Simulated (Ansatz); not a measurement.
## Is this Mg2CdS3 structure a true minimum?

The cell was found from a proposed guess, not taken from experiment.

Level of theory: Ansatz 0.2.0, DFT PBE, scalar-relativistic, plane waves, PAW. Settings: cutoff 420 eV, Γ-centred mesh 12×12×4 on the computed 6-atom cell, Gaussian smearing of 0.02 eV; no spin polarisation.

The cell below (6 atoms, space group P-3m1 (No. 164)) is relaxed within its symmetry.

```xyz
6
Lattice="3.7640 0.0000 0.0000 -1.8820 3.2598 0.0000 0.0000 0.0000 9.2339" Properties=species:S:1:pos:R:3 pbc="T T T"
Mg    0.0000    2.1732    6.1130
Mg    1.8820    1.0866    3.1209
Cd    0.0000    0.0000    0.0000
S     1.8820    1.0866    7.5910
S     0.0000    2.1732    1.6429
S     0.0000    0.0000    4.6169
```

For the test a repeat of it with 12 atoms (edges 3.76, 6.52, 9.23 Å) was strained at random (σ = 1.5 % a component), the atoms were moved at random (σ = 0.05 Å), and all was relaxed again on a coarse 4×2×2 mesh (in the run’s order of axes) with 0.10 eV smearing, with no symmetry imposed.

Problem. Is the structure stable against such a distortion?

Solution. It returns, within 1 meV/atom of the unmoved cell on that mesh and with the same symmetry when read at 0.1 Å (C2/m at 0.01 Å, so small strains and shifts remain). So it is stable against the distortions that fit this cell and that this random move excites. Modes that don't fit the cell aren't tested.
